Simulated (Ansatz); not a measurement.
Polymorphs of TiO$_{2}$, each relaxed with the program Ansatz at the r²SCAN level (PAW):

A: P3_121
a = b = 5.5532 Å, c = 6.0498 Å, α = β = 90.00°, γ = 120.00°

```
atom  site  symmetry       x       y       z
----  ----  --------  ------  ------  ------
Ti      3a       .2.  0.5348  0.5348  0.0000
O       6c         1  0.4185  0.2734  0.2151
```

B: P2_1/c
a = 4.804 Å, b = 4.867 Å, c = 5.041 Å, α = γ = 90.00°, β = 99.88°

```tsv
atom	site	symmetry	x	y	z
Ti	4e	1	0.2770	0.0545	0.2146
O	4e	1	0.5536	0.2580	0.0367
O	4e	1	0.0635	0.3222	0.3524
```

C: anatase (I4_1/amd)
a = b = 3.778 Å, c = 9.589 Å, α = β = γ = 90.00°

```json
[
 {"atom": "Ti", "site": "4a", "symmetry": "-4m2", "x": "0.0000", "y": "0.0000", "z": "0.0000"},
 {"atom": "O", "site": "8e", "symmetry": "2mm.", "x": "0.0000", "y": "0.0000", "z": "0.2072"}
]
```

### Question
Order them by energy per atom at 0 K (lowest first) at the level r²SCAN.

### Answer
C (+0 meV/atom), B (+40 meV/atom), A (+136 meV/atom)

### Question
Give each one's gap.

### Answer
A 4.06 eV; B 2.70 eV; C 2.53 eV.

Not the usual ambient phase: A; B. Unstable at this level: A. All cells were relaxed under the symmetry of their starts (and spin orders); stability against distortions was not tested throughout. Named crystals with no word on spin ran without spin polarisation.

Energies hold the estimated change up to a 700 eV cutoff; steps of a few meV lie near the error of the meshes.

Potentials: the earlier of the program's two PAW sets. The files were generated under PBE; for other functionals the program regenerates the frozen cores, and for LDA and PBEsol the local potential too.
